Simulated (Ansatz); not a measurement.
Here is an unrelaxed guess for Ga2GeO2.

```xyz
5
Lattice="4.7655 0.0000 0.0000 0.0000 4.7655 0.0000 0.0000 0.0000 3.7880" Properties=species:S:1:pos:R:3 pbc="T T T"
Ga    2.3828    0.0000    0.8058
Ga    0.0000    2.3828    0.8058
Ge    2.3828    2.3828    2.7268
O     2.3828    0.0000    2.8796
O     0.0000    2.3828    2.8796
```

Method: Ansatz 0.2.0, DFT PBE, scalar-relativistic, plane waves, PAW. Plane waves to 420 eV, a k mesh through Γ of 4×4×4 on the computed 5-atom cell and Gaussian smearing (0.10 eV); no spin polarisation.

The zero of energy is the elements' standard structures at the same level (O₂ as a molecule); no fitted shifts are applied.

Question: Estimate its pressure, forces and energy as it stands.

Answer: The pressure is 9.2 GPa (the mean over three directions, positive in compression), the largest force is 3.52 eV/Å, and the energy is −0.28 eV/atom against the elements. The shortest distance is 1.71 Å.

Question: Is it a good guess?

Answer: A rough one: relaxing gains about 0.30 eV/atom (the start's value is from the coarse mesh, so the gain is rough) in 44 ionic steps and ends at −0.59 eV/atom on the finer mesh. The symmetry stays P4mm (No. 99). The volume per atom shrinks by 2.3 %, from 17.2 to 16.8 Å³. The shortest distance goes from 1.71 Å (Ga–O) to 1.91 Å (Ga–O). The ratio c/a of the conventional cell changes by a factor of 1.90. Conventional cell: a = 3.817 Å, c = 5.772 Å. Ga is surrounded by 1 O at 1.91 Å; around Ge lie 4 O at 2.06 Å; O has 1 Ga at 1.91 Å and 2 Ge at 2.06 Å.

The last run used a 10×10×8 mesh (in the run's order of axes) for its 5-atom cell and Gaussian smearing of 0.10 eV. No dispersion correction is applied, so the spacing and binding between layers, chains or molecules are poorly described. The relaxation can't lower the symmetry of the start, and the grade says only how near the guess is to its own end. Symmetry constrained the relaxation, so the result can be a saddle point. Another cell of Ga2GeO2 relaxed alike, in P-3m1, lies 0.37 eV/atom lower, so this cell isn't the stable form at this level.
